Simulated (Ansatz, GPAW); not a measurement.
This is a calculation of BiTe for Ansatz 0.2.0. 

input.yaml

```yaml
crystal:
  lattice:
    - [4.57498087, 0.0, 0.0]
    - [2.287490435, 3.9620496552, 0.0]
    - [2.287490435, 1.3206832184, 3.7354562382]
  atoms:
    - { symbol: Bi, position: [0.0, 0.0, 0.0] }
    - { symbol: Te, position: [0.5, 0.5, 0.5] }
hamiltonian:
  xc: rpbe
  pseudopotentials: { kind: paw }
kpoints:
  mp_grid: { grid: [7, 7, 7] }
scf:
  occupations: { method: gaussian, width: 0.1 }
output:
  forces: true
  stress: true
  eigenvalues: true
```

Potentials or basis: Ansatz PAW.

Run with:

```bash
$ ansatz run input.yaml --threads 1 --pin off --max-ram 3584MiB --backend cpu --events-out ev --progress --plain --runs-dir out
```

Problem. What does the same run look like in GPAW 26.7.0 (ASE script)? Potentials or basis there: the program's PAW data sets (release 1.2.1) made for this functional, cutoff 600 eV.

Solution. As run (cutoffs and basis follow the program's own potentials, and thresholds, step limits or extra output files can differ):

The input run.py:

```python
from ase.dft.bandgap import bandgap
from ase.io import read, write
from ase.units import Bohr, GPa
from gpaw import GPAW, PW
from gpaw.elf import elf_from_dft_calculation

atoms = read('BiTe.xyz')

calc = GPAW(mode=PW(600),
            xc='RPBE',
            kpts={'size': (7, 7, 7), 'gamma': True},
            occupations={'name': 'methfessel-paxton', 'order': 0, 'width': 0.1},
            nbands=20,
            convergence={'density': 1e-05, 'energy': 1e-05},
            maxiter=150,
            txt='gpaw.txt')
atoms.calc = calc
energy = atoms.get_potential_energy()
forces = atoms.get_forces()
stress = atoms.get_stress()
calc.write('gs.gpw')
write('result.traj', atoms)
print(f'Energy: {energy:.6f} eV')
print('Forces (eV/A):')
print(forces.round(4))
print('Stress (GPa):', (stress / GPa).round(3))
print('Fermi level:', round(calc.get_fermi_level(), 4), 'eV')
print(f'Gap: {bandgap(calc)[0]:.4f} eV, direct: {bandgap(calc, direct=True)[0]:.4f} eV')

# fields on the real-space grid
write('density.cube', atoms, data=calc.get_pseudo_density() * Bohr**3)
write('potential.cube', atoms, data=calc.get_electrostatic_potential())
write('elf.cube', atoms, data=elf_from_dft_calculation(calc).data)
```

The input BiTe.xyz:

```xyz
2
Lattice="4.5749808700 0.0000000000 0.0000000000 2.2874904350 3.9620496552 0.0000000000 2.2874904350 1.3206832184 3.7354562382" Properties=species:S:1:pos:R:3 pbc="T T T"
Bi     0.0000000000      0.0000000000      0.0000000000
Te     4.5749808700      2.6413664368      1.8677281191
```

Potentials or basis: the program's PAW data sets (release 1.2.1) made for this functional, pw.

The run is started by

```bash
$ OMP_NUM_THREADS=1 python run.py
```

Both were run:

|  | Ansatz | GPAW |
| --- | --- | --- |
| Pressure | 2.2 GPa | 2.0 GPa |

Ansatz's pressure holds a Pulay term of +0.03 GPa for its cutoff of 420 eV, which the other run lacks.

The potentials hold 31 and 21 valence electrons a cell.

Ansatz's potentials were made for PBE.

Where Ansatz's input types no cutoff or centring, it takes its own default and a Γ-centred mesh.

Pressure is positive in compression.
